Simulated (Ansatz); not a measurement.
P:
Space group R-3m, hexagonal axes (No. 166); a = b = 3.4278 Å, c = 8.7423 Å, α = β = 90.00°, γ = 120.00°

| atom | site | symmetry | x | y | z |
|---|---|---|---|---|---|
| P | 6c | 3m | 0.0000 | 0.0000 | 0.2338 |
(The calculation used a cell of 2 atoms; values per cell refer to that cell.)

Relaxed with LDA.

**Question.** Which orbitals make up the states near the Fermi level in LDA (plane waves, PAW; program Ansatz)?

**Answer.** Within 0.5 eV of the Fermi level: P 3p 74 %, P 3s 15 %, outside the projected shells 11 %. Projections are on Löwdin-orthogonalised atomic valence shells; empty p or d shells of many metals are not among them.

**Question.** Tabulate the density of states.

**Answer.** States/eV per cell of 2 atoms, in 0.25 eV bins, energy from the Fermi level.

```tsv
E (eV)	total	P 3p	P 3s
-7.85	0.71	0.55	0.15
-7.60	0.68	0.53	0.15
-7.35	0.66	0.52	0.14
-7.10	0.66	0.54	0.12
-6.85	0.68	0.56	0.11
-6.60	0.70	0.59	0.10
-6.35	0.74	0.64	0.10
-6.10	0.79	0.68	0.09
-5.85	0.86	0.75	0.09
-5.60	1.01	0.90	0.09
-5.35	1.01	0.91	0.09
-5.10	0.99	0.89	0.09
-4.85	0.97	0.86	0.09
-4.60	0.96	0.85	0.09
-4.35	0.95	0.84	0.09
-4.10	0.95	0.83	0.10
-3.85	0.95	0.82	0.10
-3.60	0.95	0.82	0.11
-3.35	0.94	0.81	0.11
-3.10	0.92	0.78	0.12
-2.85	1.02	0.87	0.12
-2.60	1.00	0.85	0.12
-2.35	0.75	0.61	0.12
-2.10	0.72	0.57	0.12
-1.85	0.71	0.56	0.13
-1.60	0.78	0.62	0.13
-1.35	0.67	0.52	0.12
-1.10	0.61	0.47	0.11
-0.85	0.59	0.44	0.12
-0.60	0.32	0.23	0.07
-0.35	0.21	0.16	0.04
-0.10	0.27	0.21	0.04
0.15	0.50	0.38	0.07
0.40	0.83	0.59	0.12
0.65	0.94	0.63	0.15
0.90	1.01	0.65	0.16
1.15	1.05	0.66	0.17
1.40	1.14	0.70	0.18
1.65	1.19	0.71	0.17
1.90	1.27	0.75	0.16
2.15	1.21	0.72	0.15
2.40	1.11	0.68	0.15
2.65	0.82	0.53	0.12
2.90	0.77	0.49	0.11
3.15	1.02	0.60	0.10
3.40	1.34	0.75	0.11
3.65	1.26	0.70	0.10
3.90	1.06	0.60	0.08
4.15	0.99	0.55	0.07
4.40	0.99	0.52	0.06
4.65	1.01	0.51	0.06
```

This is a known high-pressure phase of the composition, computed here at zero pressure and temperature. The cell was relaxed with LDA under the symmetry of its start; whether a distortion lowers the energy is not shown.

Potentials: the later of the program's two PAW sets.
